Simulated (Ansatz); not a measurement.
Be$_{5}$Pt:
Space group F-43m (No. 216); a = 5.9608 Å, b = 5.9608 Å, c = 5.9608 Å, α = 90.00°, β = 90.00°, γ = 90.00°

```csv
atom,site,symmetry,x,y,z
Be,4c,-43m,0.2500,0.2500,0.2500
Be,16e,.3m,0.6245,0.6245,0.6245
Pt,4a,-43m,0.0000,0.0000,0.0000
```
(The calculation used a cell of 6 atoms; values per cell refer to that cell.)

Relaxed with r²SCAN. Independent-particle spectrum: no excitons, no local fields, no scissors shift; 0.1 eV broadening; ε₁ of the summed bands alone.

### Question
Tabulate the dielectric function from r²SCAN (plane waves, PAW; program Ansatz).

### Answer


```
E (eV)  ε₁ xx  ε₂ xx
------  -----  -----
0.0     20.46   0.00
0.4     21.18   0.00
0.8     25.26   1.63
1.2     24.40   5.97
1.6     28.27  12.47
2.0     22.03  21.60
2.4     10.11  18.93
2.8      8.50  17.90
3.2      7.73  14.14
3.6      7.52  15.01
4.0      5.64  15.07
4.4      4.81  16.32
4.8      0.42  14.67
5.2     -1.37  10.77
5.6      0.47  10.14
6.0     -1.38  11.05
6.4     -2.08   8.82
6.8     -1.03   7.94
7.2     -1.26   8.37
7.6     -2.38   7.20
8.0     -1.79   6.61
8.4     -2.53   5.89
8.8     -1.70   5.27
9.2     -1.75   5.72
9.6     -2.06   5.21
10.0    -2.96   4.64
10.4    -2.45   3.80
10.8    -2.32   3.28
11.2    -1.91   3.27
11.6    -2.03   3.08
12.0    -2.26   2.60
```

### Question
From ε at 1.3 eV (xx: 24.80 + 6.27i), find n, k, the normal reflectivity and the absorption coefficient.

### Answer
n = 5.02, k = 0.625, R = 45 %, α = 2kE/ħc = 82000 cm⁻¹.

With all bands, ε∞ without local fields is 20.6.

The first step of the workflow began from a Materials Project structure, measured or hypothetical; the Crystallography Open Database copy checked does not list it. With Be and Pt taken as one species the cell has the higher symmetry Fd-3m, so it may be an ordered model of a mixed-site phase. Its standing as an ambient phase is unchecked. Symmetry was held in the r²SCAN relaxation; its stability against distortions is not shown here. No spin polarisation was allowed. Scalar-relativistic: spin–orbit coupling is off unless named, which matters more the heavier the elements.

Potentials: the later of the program's two PAW sets.
